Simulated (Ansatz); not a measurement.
Ansatz input file:

```yaml
crystal:
  lattice:
    - [-1.7425, 1.956, 6.344]
    - [1.7425, -1.956, 6.344]
    - [1.7425, 1.956, -6.344]
  atoms:
    - { symbol: Sr, position: [0.1476, 0.6476, 0.5] }
    - { symbol: Sr, position: [0.8524, 0.3524, 0.5] }
    - { symbol: Cu, position: [0.5, 0.0, 0.5], spin: 0.12 }
    - { symbol: O, position: [0.346, 0.846, 0.5] }
    - { symbol: O, position: [0.654, 0.154, 0.5] }
    - { symbol: O, position: [0.0, 0.0, 0.0] }
basis:
  ecutwfc: 420
kpoints:
  mp_grid: { grid: [14, 14, 14] }
hamiltonian:
  xc: pbesol
scf:
  occupations: { method: gaussian, width: 0.1 }
output:
  forces: true
  stress: true
  eigenvalues: true
  populations: true
  write_density: true
  write_potential: true
  elf: true
  volumetric_format: npy
magnetization:
  spin_polarized: true
relax:
  adjacent_minimum: "off"
  f_tol: 0.005
  max_steps: 80
  cell: { stress_tol: 0.05 }
```

Command:
```bash
ansatz run input.yaml --threads 2 --pin off --max-ram 5120MiB --backend cpu --events-out ev --progress --plain --runs-dir out
```

Level of theory: DFT PBEsol, scalar-relativistic, plane waves, PAW in Ansatz.

From the run's log, abridged (final results; tables in files aren't shown):

```
the starting moments were not kept: the SCF closed with an absolute magnetisation of 1.8e-9 μB, where they sum to 0.12 μB in size (1 site). That is at most 0.1 of that sum. Measured as dr2_m measures the in/out step, that magnetisation stands 8.4e-19 eV from none, at or under the dr2_threshold of 6.0e-11 eV: it is no larger than a step whose dr2_m would equal this threshold.
SCF 9 converged in 7 iterations: F = -15261.033440 eV  dr2 = 3.94e-11
SCF converged after 7 iterations
Magnetization:  0.0000 μB (28.5000 up, 28.5000 down)
Absolute magnetization: 0.0000 μB (∫|ρ↑−ρ↓|, with the PAW one-centre terms)
Spin contamination: 0.0000 ħ² per cell (⟨S²⟩ above its minimum at these occupations)
Per-site moments (μB) at R_I (Å): [(0.0, 1.02254540), (0.0, 1.02254540), (0.0, 0.79539342), (0.0, 0.79539342), (0.0, 0.79539342), (0.0, 0.80668910)]
Free energy (F): -15261.033440 eV
Harris-Foulkes:  -15261.033440 eV  (|F-HF|=5.64e-11)
Internal energy: -15261.032783 eV  (E = F + TS)
E sigma→0 (E₀):  -15261.033112 eV
Entropy (-TS):   -0.000658 eV (-0.110 meV/atom)
Fermi energy:    10.527258 eV
--- Per-component energies (eV) ---
  E_band       = -561.343990
  E_kinetic    = 1317.299297
  E_local      = -8022.677814  (includes V_loc(G=0)·N_el)
  E_nonlocal   = 941.498419
  E_hartree    = 3278.963278
  E_xc         = -654.500354
  E_vxc        = -723.735825  (∫ρ·V_xc dr)
  E_paw        = -7367.796363  (= ΣΔE_a)
  E_vpaw       = -631.661690  (= ΣTr[D̂ρ^β])
  E_aug_tail   = 0.007555  (compensation charges beyond the density's cutoff)
  E_ewald      = -4754.407562
  E_core_change = 0.580761  (= ΣΔE_core)
  E_smearing   = -0.000658  (= −TS)
--- Forces (eV/Å), atoms counted from 1 ---
  atom   1  Sr     0.00000000     0.00000000    -0.00009303
  atom   2  Sr     0.00000000     0.00000000     0.00009303
  atom   3  Cu     0.00000000     0.00000000     0.00000000
  atom   4  O      0.00000000     0.00000000    -0.00014905
  atom   5  O      0.00000000     0.00000000     0.00014905
  atom   6  O      0.00000000     0.00000000     0.00000000
--- Stress (GPa, compression-positive) ---
       -0.008313       0.000000       0.000000
        0.000000       0.000535       0.000000
        0.000000       0.000000      -0.007012
  P = ⅓ Tr σ = -0.0049 GPa (-0.049 kbar)
--- Band table (eV; the first three rows and the last of 856) ---
  k-point 0 ↑: bands = ["-102.1972", "-59.7998", "-59.7908", "-59.5610", "-23.1526", "-23.0399", "-8.0672", "-7.1076", "-6.8800", "-5.2654", "-5.0818", "-4.9627", "-4.8658", "-4.7750", "-4.6009", "5.5208", "5.9136", "6.4213", "6.8082", "6.9940", "7.1225", "7.3491", "7.5475", "8.3352", "8.5231", "8.7311", "8.9224", "8.9830", "9.1291", "12.1017", "13.5502", "14.2475", "16.0448", "16.0668", "16.5745"]
  k-point 1 ↑: bands = ["-102.1972", "-59.7998", "-59.7908", "-59.5611", "-23.1455", "-23.0371", "-8.0496", "-7.1761", "-6.9622", "-5.2269", "-5.0759", "-4.9601", "-4.8255", "-4.7395", "-4.5860", "5.4754", "5.7762", "6.2744", "6.8785", "6.9453", "7.0215", "7.2425", "7.7210", "8.3601", "8.3916", "8.5714", "8.8667", "9.0592", "9.2719", "12.2811", "13.7339", "14.4796", "16.0598", "16.2160", "16.6876"]
  k-point 2 ↑: bands = ["-102.1972", "-59.7998", "-59.7908", "-59.5612", "-23.1254", "-23.0297", "-8.0080", "-7.3053", "-7.1212", "-5.2416", "-5.1385", "-4.9456", "-4.6840", "-4.6157", "-4.5710", "5.2402", "5.5858", "6.0068", "6.7494", "6.8288", "6.9678", "7.2443", "7.7084", "8.1817", "8.4760", "8.5248", "8.7358", "8.9356", "9.7637", "12.7262", "14.2049", "15.0024", "16.0093", "16.5704", "16.7370"]
  k-point 427 ↓: bands = ["-102.1972", "-59.7998", "-59.7908", "-59.5610", "-23.1260", "-23.0672", "-8.2084", "-6.9888", "-6.6186", "-5.3006", "-5.1679", "-5.0439", "-5.0192", "-4.8060", "-4.4849", "5.5250", "5.9567", "6.7774", "6.8131", "6.9725", "7.0956", "7.3738", "7.5478", "7.6988", "8.3613", "8.4643", "8.9769", "9.1514", "9.2714", "12.7041", "14.2925", "14.3398", "15.4278", "15.6095", "16.0093"]
--- Relaxed structure (7 steps of the walk, 6 accepted, 2 SCFs on fresh bases) ---
  F+E_penalty+E_count = -15261.03344042 eV   max|allowed force component| = 1.490e-4 eV/Å   (the final SCF, on the basis selected at the relaxed cell)
  cell:  # Å, volume = 85.0891 Å³
    - [-1.74350487, 1.95560995, 6.23890446]
    - [1.74350487, -1.95560995, 6.23890446]
    - [1.74350487, 1.95560995, -6.23890446]
  atoms:
    - { symbol: Sr, position: [0.14680301, 0.64680301, 0.5] }
    - { symbol: Sr, position: [0.85319698, 0.35319698, 0.5] }
    - { symbol: Cu, position: [0.5, 0.0, 0.5] }
    - { symbol: O, position: [0.34546754, 0.84546754, 0.49999999] }
    - { symbol: O, position: [0.65453245, 0.15453245, 0.5] }
    - { symbol: O, position: [0.0, 0.0, 0.0] }
--- Löwdin populations: 6 sites ---
  site symbol q [e]    m [muB]
     0     Sr      8.3359     0.0000
     1     Sr      8.3359     0.0000
     2     Cu     18.1009     0.0000
     3      O      7.1843     0.0000
     4      O      7.1843     0.0000
     5      O      7.1184     0.0000
  spilling = 0.012989 (of n_electrons = 57.000000)
```

The relaxation met its thresholds.

The run took 4.8 min on 2 threads of AMD EPYC 9R45 96-Core Processor (Zen 5), on a shared host, peak memory 1.8 GiB.